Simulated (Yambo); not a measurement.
Yambo run on KHF2 (space group I4/mcm, No. 140). The wavefunctions are LDA (pw.x of Quantum ESPRESSO, ONCV potentials, scalar-relativistic) ones on a 4×4×4 mesh (24 occupied bands); a = b = c = 5.188 Å, α = β = 114.69°, γ = 99.48°.

Yambo input:

```
rim_cut
gw0
dyson
el_el_corr
HF_and_locXC
ppa
em1d
RandQpts= 1000000
RandGvec= 1 Ry
EXXRLvcs= 84 Ry
VXCRLvcs= 336 Ry
Chimod= "HARTREE"
% BndsRnXp
 1 | 71 |
%
NGsBlkXp= 3 Ry
% LongDrXp
 1.0 | 1.0 | 1.0 |
%
PPAPntXp= 27.2114 eV
% GbndRnge
 1 | 71 |
%
GTermKind= "none"
DysSolver= "n"
ExtendOut
% QPkrange
 1 | 1 | 24 | 25 |
 13 | 13 | 24 | 24 |
%
```

k points by index: 1 = Γ, 13 = Z.

Resulting energies as the program prints them:

```
#    K-point    Band    Eo [eV]    E [eV]    E-Eo [eV]    Vxc [eV]    Vnlxc [eV]    Sc|Eo [eV]    Sc|E [eV]    dSc/dw|Eo [eV]    Re(Z)    Im(Z)
#
    1    24    -0.059720    -3.261273    -3.201553    -22.17417    -30.34453    4.347628    4.968815    -5.279517    0.837507    -0.982897E-3
    1    25    6.906802    8.928926    2.022124    -9.445202    -4.716343    -2.496531    -2.706734    -2.828573    0.905839    -0.594708E-3
    13    24    0.000000    -3.203777    -3.203777    -22.32742    -30.51681    4.363275    4.985616    -5.285652    0.837349    -0.996946E-3
```
(The two width columns are left out.) Convergence of these settings isn't established.

Geometry of the Materials Project entry, not relaxed at this level.
